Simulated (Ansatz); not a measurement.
GaP (zinc blende)

```xyz
4
Lattice="0.0000 5.4517 5.4517 2.7259 2.7259 5.4517 2.7259 2.7259 0.0000" Properties=species:S:1:pos:R:3 pbc="T T T"
P      4.0888     9.5405     9.5405
P      4.0888     6.8147     6.8147
Ga     0.0000     0.0000     0.0000
Ga     2.7259     5.4517     2.7259
```

The atoms are displaced by Q × the pattern below (from a DFPT mode at X = (0.5, 0.5, 0.0), largest move 1; Q in Å), at fixed cell. (q is in reciprocal vectors of the primitive cell; the cell shown is doubled to hold the pattern.)

```csv
atom,x,y,z
Ga3,0.000,0.000,-1.000
Ga4,0.000,0.000,1.000
```

Atoms not listed stay in place.

Level of theory: r2SCAN (plane waves to 500 eV, PAW, scalar-relativistic; Ansatz, a first-principles code). k mesh 10×10×10 (Γ-centred), Fermi-Dirac smearing 0.05 eV. Energies are smeared free energies. GaP was relaxed with its symmetry unable to fall. The PAW data are Ansatz's earlier set. The zero of ΔE is the undisplaced structure.

| Q (Å) | ΔE (meV/cell) |
|---|---|
| -0.180 | 522 |
| -0.150 | 364 |
| -0.120 | 233 |
| -0.090 | 132 |
| -0.060 | withheld |
| -0.030 | 15 |
| 0.000 | 0 |
| 0.030 | 15 |
| 0.060 | withheld |
| 0.090 | 132 |
| 0.120 | 233 |
| 0.150 | 364 |
| 0.180 | 522 |

Fit an even polynomial form (powers 2, 4) to the given rows and predict ΔE at Q = 0.060.

Least squares on the 11 given rows: ΔE = (16300)·Q² + (-5721)·Q⁴, in meV/cell with Q in Å; root-mean-square residual 0.3 meV/cell. At 0.060 the fit gives 59 meV/cell; the calculation gives 59 meV/cell, the same to the digits shown. The quadratic term alone would give 59 meV/cell.

(A displaced cell: forces are minus the slopes of the energy, force constants its curvatures, and phonons follow from these.)
